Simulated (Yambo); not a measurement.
G0W0@PBEsol for AgNO3 (space group R3c, No. 161) in Yambo. Reference settings: 2×2×2 Γ-centred k mesh, bands 9 to 199 and a 7 Ry block in the screening, 199 bands in G with the Bruneval-Gonze terminator, plasmon pole fitted at 27.2 eV. The PBEsol gap F → Γ on this mesh is 1.78 eV; G0W0 gaps are taken between the same points.

With and without the terminator, as bands are cut:

```csv
bands in G (in W),"gap, terminator (eV)","gap, none (eV)","valence shift, terminator (eV)","valence shift, none (eV)"
89 (199),4.186,4.195,-0.925,-0.323
136 (199),4.151,4.127,-0.929,-0.535
199 (199),4.144,4.128,-0.935,-0.699
```

Over this range the gap spans 0.042 eV with the terminator and 0.068 eV without, the valence shift 0.010 eV and 0.376 eV. Neither column has reached its limit for certain.

Spin-orbit coupling is not included.

Geometry of the Materials Project entry, not relaxed at this level; primitive cell a = b = c = 6.202 Å, α = β = γ = 49.09°.

The structure is a Materials Project entry; no match was found in the copy of COD used, and its stability was not checked.

A shift is the quasiparticle energy of the state minus its PBEsol energy.
